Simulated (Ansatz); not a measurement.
**Mg3In8N8: nudged elastic band, vacancy jump**

All numbers below come from DFT PBE, scalar-relativistic, plane waves, PAW (Ansatz). The runs took a 420 eV cutoff, a Γ-centred 6×6×4 mesh and Gaussian smearing (0.1 eV). No spin polarisation.

3 inner image(s), climbing off, force tolerance 0.05 eV/Å, at most 60 iterations, fixed cell.

Time: 27 min on 4 threads of Arm Neoverse N1 (shared host), peak memory 6.2 GiB.

Command:
```bash
ansatz run input.yaml --threads 4 --pin off --max-ram 9216MiB --backend cpu --events-out ev --progress --plain --runs-dir out
```

Input:
```yaml
crystal:
  lattice:
    - [3.3368719434, 5.7796317443, 0.0]
    - [6.6737438868, 0.0, 0.0]
    - [3.3368719434, 1.9265439148, -7.7686829559]
  atoms:
    - { symbol: Mg, position: [0.0, 0.5, 1.0] }
    - { symbol: Mg, position: [0.5, 0.0, 0.0] }
    - { symbol: Mg, position: [0.5, 0.5, 0.0] }
    - { symbol: In, position: [0.4412860975, 0.4412860975, 0.6761014464] }
    - { symbol: In, position: [0.4274829502, 0.9398405887, 0.6925213095] }
    - { symbol: In, position: [0.9398405887, 0.4274829502, 0.6925213095] }
    - { symbol: In, position: [0.9400580456, 0.9400580456, 0.6918277604] }
    - { symbol: In, position: [0.5587139025, 0.5587139025, 0.3238985536] }
    - { symbol: In, position: [0.5725170498, 0.0601594113, 0.3074786905] }
    - { symbol: In, position: [0.0601594113, 0.5725170498, 0.3074786905] }
    - { symbol: In, position: [0.0599419544, 0.0599419544, 0.3081722396] }
    - { symbol: "N", position: [0.2784800804, 0.2784800804, 0.1647771216] }
    - { symbol: "N", position: [0.2890784112, 0.7662413639, 0.1787985708] }
    - { symbol: "N", position: [0.7662413639, 0.2890784112, 0.1787985708] }
    - { symbol: "N", position: [0.7661051887, 0.7661051887, 0.1788417235] }
    - { symbol: "N", position: [0.7215199196, 0.7215199196, 0.8352228784] }
    - { symbol: "N", position: [0.7109215888, 0.2337586361, 0.8212014292] }
    - { symbol: "N", position: [0.2337586361, 0.7109215888, 0.8212014292] }
    - { symbol: "N", position: [0.2338948113, 0.2338948113, 0.8211582765] }
basis:
  ecutwfc: 420
kpoints:
  mp_grid: { grid: [6, 6, 4] }
hamiltonian:
  xc: pbe
scf:
  occupations: { method: gaussian, width: 0.1 }
output:
  forces: true
neb:
  images: 3
  f_tol: 0.05
  max_iterations: 60
  order_check: false
  final_atoms:
    - { symbol: Mg, position: [0.0, 0.0, 1.0] }
    - { symbol: Mg, position: [0.5, 0.0, 0.0] }
    - { symbol: Mg, position: [0.5, 0.5, 0.0] }
    - { symbol: In, position: [0.4274816094, 0.4398401445, 0.6925216881] }
    - { symbol: In, position: [0.4412859354, 0.9412859354, 0.6760998119] }
    - { symbol: In, position: [0.9400566918, 0.4400566918, 0.6918296516] }
    - { symbol: In, position: [0.9398401445, 0.9274816094, 0.6925216881] }
    - { symbol: In, position: [0.5725183906, 0.5601598555, 0.3074783119] }
    - { symbol: In, position: [0.5587140646, 0.0587140646, 0.3239001881] }
    - { symbol: In, position: [0.0599433082, 0.5599433082, 0.3081703484] }
    - { symbol: In, position: [0.0601598555, 0.0725183906, 0.3074783119] }
    - { symbol: "N", position: [0.2890784278, 0.2662423465, 0.1787990349] }
    - { symbol: "N", position: [0.278481041, 0.778481041, 0.1647763366] }
    - { symbol: "N", position: [0.766105861, 0.266105861, 0.1788420372] }
    - { symbol: "N", position: [0.7662423465, 0.7890784278, 0.1787990349] }
    - { symbol: "N", position: [0.7109215722, 0.7337576535, 0.8212009651] }
    - { symbol: "N", position: [0.721518959, 0.221518959, 0.8352236634] }
    - { symbol: "N", position: [0.233894139, 0.733894139, 0.8211579628] }
    - { symbol: "N", position: [0.2337576535, 0.2109215722, 0.8212009651] }
  climbing: false
```

Output (its end):
```
...
SCF iter   3: F=—  HF=-53623.519930 eV  |F-HF|=—  |Δ(HF+E_count)|=   4.63e-2  Δρ=3.22e-3  dr2=5.34e-2  ethr=1.12e-4  ⟨swp⟩=2.3  Hψ=15214  notcnv=0  defer=62
SCF iter   4: F=—  HF=-53623.511040 eV  |F-HF|=—  |Δ(HF+E_count)|=   8.89e-3  Δρ=1.60e-3  dr2=1.30e-2  ethr=3.07e-5  ⟨swp⟩=2.1  Hψ=13970  notcnv=0  defer=62
SCF iter   5: F=—  HF=-53623.509263 eV  |F-HF|=—  |Δ(HF+E_count)|=   1.78e-3  Δρ=5.14e-4  dr2=1.39e-3  ethr=7.49e-6  ⟨swp⟩=2.3  Hψ=13479  notcnv=0  defer=62
SCF iter   6: F=—  HF=-53623.509085 eV  |F-HF|=—  |Δ(HF+E_count)|=   1.79e-4  Δρ=1.31e-4  dr2=9.75e-5  ethr=7.99e-7  ⟨swp⟩=2.5  Hψ=11933  notcnv=0  defer=62
SCF iter   7: F=—  HF=-53623.509031 eV  |F-HF|=—  |Δ(HF+E_count)|=   5.39e-5  Δρ=5.08e-5  dr2=1.57e-5  ethr=5.60e-8  ⟨swp⟩=2.8  Hψ=13835  notcnv=0  defer=72
SCF iter   8: F=—  HF=-53623.509030 eV  |F-HF|=—  |Δ(HF+E_count)|=   1.14e-6  Δρ=1.86e-5  dr2=2.01e-6  ethr=9.05e-9  ⟨swp⟩=2.3  Hψ=13020  notcnv=0  defer=72
SCF iter   9: F=—  HF=-53623.509029 eV  |F-HF|=—  |Δ(HF+E_count)|=   2.28e-7  Δρ=6.30e-6  dr2=2.22e-7  ethr=1.15e-9  ⟨swp⟩=2.6  Hψ=13385  notcnv=0  defer=72
SCF iter  10: F=-53623.509029 eV  HF=-53623.509029 eV  |F-HF|=2.34e-8  |Δ(HF+E_count)|=   9.60e-9  Δρ=2.58e-6  dr2=3.39e-8  ethr=5.75e-11  ⟨swp⟩=4.0  Hψ=23736  notcnv=0
SCF 8 converged in 10 iterations: F = -53623.509029 eV  dr2 = 3.39e-8
NEB iter   2: max|band force component| = 2.440e0 eV/Å  barrier→ = 1.7376 eV  barrier← = 1.7376 eV  Δτ_max = 0.1959 Å  (30 SCF iters)
```

The run was cut off at its time limit.

Last band, not converged:

```csv
image,s (Å),ΔE (eV)
0,0.000,0.000
1,0.889,0.625
2,1.779,1.738
3,2.668,0.625
4,3.558,0.000
```

Highest image over the start 1.738 eV, over the end 1.738 eV. The order of the saddle wasn't checked, and a path that keeps a symmetry can read too high. Without a climbing image the barrier can read too low.

By iteration:

```
iteration largest band force component (eV/Å) highest image (eV)
        1                                4.099               3.147
        2                                2.440               1.738
```

Images of the last band (Å, true forces in eV/Å):

```xyz
19
Lattice="3.337 5.780 0.000 6.674 0.000 0.000 3.337 1.927 -7.769" Properties=species:S:1:pos:R:3:forces:R:3 pbc="T T T" image=0 dE_eV=0.0000
Mg    6.674    1.927   -7.769    0.000    0.000    0.000
Mg    1.668    2.890    0.000    0.000    0.000    0.000
Mg    5.005    2.890    0.000    0.000    0.000    0.000
In    6.674    3.853   -5.252    0.000    0.000    0.012
In   10.010    3.805   -5.380    0.000   -0.002   -0.003
In    8.300    6.766   -5.380   -0.002    0.001   -0.003
In   11.719    6.766   -5.375    0.001    0.001   -0.004
In    6.674    3.853   -2.516    0.000    0.000   -0.012
In    3.338    3.901   -2.389    0.000    0.002    0.003
In    5.048    0.940   -2.389    0.002   -0.001    0.003
In    1.628    0.940   -2.394   -0.001   -0.001    0.004
N     3.338    1.927   -1.280    0.000    0.000    0.000
N     6.675    2.015   -1.389    0.001   -0.005   -0.002
N     5.083    4.773   -1.389   -0.004    0.003   -0.002
N     8.266    4.772   -1.389    0.004    0.002   -0.002
N    10.010    5.779   -6.489    0.000    0.000    0.000
N     6.673    5.691   -6.380   -0.001    0.005    0.002
N     8.265    2.933   -6.380    0.004   -0.003    0.002
N     5.082    2.934   -6.379   -0.004   -0.002    0.002
19
Lattice="3.337 5.780 0.000 6.674 0.000 0.000 3.337 1.927 -7.769" Properties=species:S:1:pos:R:3:forces:R:3 pbc="T T T" image=1 dE_eV=0.6251
Mg    5.889    1.927   -7.769    1.528    0.004    0.003
Mg    1.649    2.950    0.025    0.000   -0.004   -0.483
Mg    4.986    2.830   -0.025   -0.002    0.007    0.485
In    6.671    3.884   -5.223   -0.029   -0.143   -0.676
In   10.058    3.879   -5.284   -0.090   -0.160   -0.487
In    8.279    6.757   -5.207   -0.049   -0.029   -0.141
In   11.690    6.791   -5.468   -0.001    0.287   -0.282
In    6.671    3.822   -2.545   -0.029    0.143    0.675
In    3.385    3.828   -2.485   -0.088    0.159    0.486
In    5.018    0.915   -2.298    0.000   -0.286    0.275
In    1.607    0.949   -2.564   -0.051    0.028    0.151
N     3.258    1.917   -1.321    0.208   -0.279    0.228
N     6.710    1.993   -1.389   -0.319   -0.048   -0.023
N     5.059    4.768   -1.445   -0.469   -0.556   -0.818
N     8.336    4.684   -1.518   -0.017    0.011   -0.087
N     9.930    5.789   -6.448    0.212    0.278   -0.227
N     6.708    5.713   -6.380   -0.319    0.047    0.020
N     8.334    3.022   -6.251   -0.019   -0.012    0.085
N     5.058    2.938   -6.324   -0.466    0.554    0.815
19
Lattice="3.337 5.780 0.000 6.674 0.000 0.000 3.337 1.927 -7.769" Properties=species:S:1:pos:R:3:forces:R:3 pbc="T T T" image=2 dE_eV=1.7376
Mg    5.005    1.927   -7.769    0.000    0.000    0.000
Mg    1.669    2.986    0.027    0.001    0.110   -0.540
Mg    5.005    2.794   -0.027   -0.001   -0.110    0.540
In    6.657    3.897   -5.237   -0.051   -0.199   -0.756
In   10.027    3.898   -5.237    0.050   -0.200   -0.756
In    8.341    6.751   -5.187    0.001   -0.095    0.381
In   11.678    6.789   -5.491    0.000    0.402   -0.349
In    6.657    3.809   -2.532   -0.050    0.200    0.756
In    3.354    3.809   -2.532    0.051    0.199    0.756
In    5.006    0.917   -2.278    0.000   -0.402    0.349
In    1.669    0.955   -2.582   -0.001    0.095   -0.381
N     3.261    1.956   -1.354    0.275   -0.187    0.094
N     6.751    1.956   -1.353   -0.277   -0.187    0.093
N     5.006    4.741   -1.476    0.001   -1.692   -2.440
N     8.343    4.676   -1.553    0.001    0.023   -0.153
N     9.933    5.750   -6.416    0.277    0.187   -0.093
N     6.749    5.750   -6.415   -0.275    0.187   -0.094
N     8.342    3.031   -6.216   -0.001   -0.023    0.153
N     5.005    2.966   -6.292   -0.001    1.692    2.440
19
Lattice="3.337 5.780 0.000 6.674 0.000 0.000 3.337 1.927 -7.769" Properties=species:S:1:pos:R:3:forces:R:3 pbc="T T T" image=3 dE_eV=0.6251
Mg    4.122    1.926   -7.768   -1.528   -0.004   -0.003
Mg    1.688    2.949    0.025    0.002   -0.007   -0.485
Mg    5.025    2.830   -0.025    0.000    0.004    0.483
In    6.625    3.879   -5.284    0.088   -0.159   -0.486
In   10.013    3.884   -5.223    0.029   -0.143   -0.675
In    8.404    6.757   -5.205    0.051   -0.028   -0.151
In   11.667    6.791   -5.471    0.000    0.286   -0.275
In    6.627    3.827   -2.484    0.090    0.160    0.487
In    3.340    3.822   -2.546    0.029    0.143    0.676
In    4.994    0.915   -2.300    0.001   -0.287    0.282
In    1.732    0.949   -2.561    0.049    0.029    0.141
N     3.303    1.993   -1.389    0.319   -0.047   -0.020
N     6.755    1.917   -1.321   -0.212   -0.278    0.227
N     4.952    4.768   -1.445    0.466   -0.554   -0.815
N     8.350    4.684   -1.518    0.019    0.012   -0.085
N     9.975    5.713   -6.380    0.319    0.048    0.023
N     6.753    5.789   -6.448   -0.208    0.279   -0.228
N     8.349    3.022   -6.251    0.017   -0.011    0.087
N     4.952    2.938   -6.324    0.469    0.556    0.818
19
Lattice="3.337 5.780 0.000 6.674 0.000 0.000 3.337 1.927 -7.769" Properties=species:S:1:pos:R:3:forces:R:3 pbc="T T T" image=4 dE_eV=0.0000
Mg    3.337    1.927   -7.769    0.000    0.000    0.000
Mg    1.668    2.890    0.000    0.000    0.000    0.000
Mg    5.005    2.890    0.000    0.000    0.000    0.000
In    6.673    3.805   -5.380    0.000   -0.002   -0.003
In   10.010    3.853   -5.252    0.000    0.000    0.012
In    8.382    6.766   -5.375    0.001    0.001   -0.004
In   11.637    6.766   -5.380   -0.002    0.001   -0.003
In    6.675    3.901   -2.389    0.000    0.002    0.003
In    3.337    3.853   -2.516    0.000    0.000   -0.012
In    4.965    0.940   -2.394   -0.001   -0.001    0.004
In    1.711    0.940   -2.389    0.002   -0.001    0.003
N     3.338    2.015   -1.389    0.001   -0.005   -0.002
N     6.674    1.927   -1.280    0.000    0.000    0.000
N     4.929    4.772   -1.389    0.004    0.002   -0.002
N     8.420    4.773   -1.389   -0.004    0.003   -0.002
N    10.009    5.691   -6.380   -0.001    0.005    0.002
N     6.673    5.779   -6.489    0.000    0.000    0.000
N     8.418    2.934   -6.379   -0.004   -0.002    0.002
N     4.928    2.933   -6.380    0.004   -0.003    0.002
```